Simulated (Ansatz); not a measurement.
Consider the following.

LiCl (rock salt, space group No. 225), a = 4.9646 Å, b = 4.9646 Å, c = 4.9646 Å, α = 90.00°, β = 90.00°, γ = 90.00°; the cell used has 2 atoms.

This is the LDA-relaxed structure.

### Question
All from the program Ansatz at the LDA level (PAW), unless another level is named. Predict the Poisson's ratio.

### Answer
0.23.

### Question
Predict the vibrational entropy at 300 K.

### Answer
27.6 J/(K·mol of atoms).

### Question
Next, the elastic constants (relaxed ions, GPa)?

### Answer
C11 = 76.2, C12 = 23.2, C44 = 28.2.

Space group Fm-3m (rock salt). The LDA relaxation kept the symmetry of its start; phonons on a q-mesh show no instability.

Potentials: the later of the program's two PAW sets.
